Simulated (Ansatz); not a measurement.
## Moving the functional in LiBe

It takes space group Pm-3m (No. 221, cubic). The conventional cell has a = 2.811 Å, b = 2.811 Å, c = 2.811 Å, α = 90.00°, β = 90.00°, γ = 90.00°. Be (site symmetry m-3m) is surrounded by 8 Li at 2.43 Å. Li (site symmetry m-3m) is surrounded by 8 Be at 2.43 Å.

The cell comes from a database or a generator and needn't be the stable form of this composition.

Kept alike: task band structure; k mesh 9 × 9 × 9; occupations fermi-dirac, width 0.05 eV; no spin polarisation. Program: Ansatz, all-electron LAPW, scalar-relativistic. The mesh is that of the run's cell of 2 atoms. No spin-orbit coupling.

```csv
functional,pressure (GPa)
BLYP,1.06
LDA,-2.68
PBE,0.39
PBEsol,-0.27
RPBE,2.22
revPBE,1.99
```

Pressure is positive in compression. For a metal such a mesh leaves the last digits unconverged.

Problem. What does the functional change here?

Solution. The pressure runs from -2.68 (LDA) to 2.22 GPa (RPBE). From PBE: BLYP +0.67; LDA -3.07; PBEsol -0.66; RPBE +1.83; revPBE +1.60. A positive pressure means that the functional's own cell is larger than the one given, a negative one that it is smaller.
